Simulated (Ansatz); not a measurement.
Starting cell, Ga2O3 (beta-Ga2O3 type, space group C2/m):

```xyz
10
Lattice="6.2280 -1.5416 0.0000 6.2280 1.5416 0.0000 -1.3917 0.0000 5.7101" Properties=species:S:1:pos:R:3 pbc="T T T"
Ga     0.0138     0.0000     4.5380
Ga    11.0505     0.0000     1.1722
Ga     7.7649     0.0000     1.7940
Ga     3.2994     0.0000     3.9161
O      1.8844     0.0000     0.6233
O      9.1799     0.0000     5.0869
O      1.3782     0.0000     3.2224
O      9.6861     0.0000     2.4877
O      5.8210     0.0000     1.4658
O      5.2433     0.0000     4.2444
```

A phonon eigenvector at Γ is frozen into this cell: atom i moves by Q times the vector below, so Q is the largest atomic displacement, in Å. The cell is held.

```csv
atom,x,y,z
Ga1,0.085,0.000,0.022
Ga2,-0.085,0.000,-0.022
Ga3,0.033,0.000,0.062
Ga4,-0.033,0.000,-0.062
O5,-0.082,0.000,-0.997
O6,0.082,0.000,0.997
O7,-0.772,0.000,0.586
O8,0.772,0.000,-0.586
O9,-0.385,0.000,-0.104
O10,0.385,0.000,0.104
```

All values below come from PBE (plane waves to 420 eV, PAW, scalar-relativistic; Ansatz, a first-principles code). k mesh 11×11×6 (Γ-centred), Fermi-Dirac smearing 0.05 eV. Ga2O3 was relaxed with its symmetry unable to fall. The PAW data are Ansatz's earlier set. 

```json
[
 {"Q (Å)": "-0.100", "−dE/dQ from forces (eV/Å)": "11.751"},
 {"Q (Å)": "-0.083", "−dE/dQ from forces (eV/Å)": "9.905"},
 {"Q (Å)": "-0.067", "−dE/dQ from forces (eV/Å)": "8.022"},
 {"Q (Å)": "-0.050", "−dE/dQ from forces (eV/Å)": "6.095"},
 {"Q (Å)": "-0.033", "−dE/dQ from forces (eV/Å)": "4.120"},
 {"Q (Å)": "-0.017", "−dE/dQ from forces (eV/Å)": "2.092"},
 {"Q (Å)": "0.000", "−dE/dQ from forces (eV/Å)": "0.002"},
 {"Q (Å)": "0.017", "−dE/dQ from forces (eV/Å)": "-2.154"},
 {"Q (Å)": "0.033", "−dE/dQ from forces (eV/Å)": "-4.383"},
 {"Q (Å)": "0.050", "−dE/dQ from forces (eV/Å)": "-6.694"},
 {"Q (Å)": "0.067", "−dE/dQ from forces (eV/Å)": "-9.095"},
 {"Q (Å)": "0.083", "−dE/dQ from forces (eV/Å)": "-11.593"},
 {"Q (Å)": "0.100", "−dE/dQ from forces (eV/Å)": "-14.200"}
]
```

What harmonic wavenumber does the curvature at Q = 0 give?

709 cm⁻¹. E″ = 127.29 eV/Å², M = Σ mᵢ|uᵢ|² = 68.9 u, ν̃ = 521.5·√(|E″|/M).

(A displaced cell: forces are minus the slopes of the energy, force constants its curvatures, and phonons follow from these.)
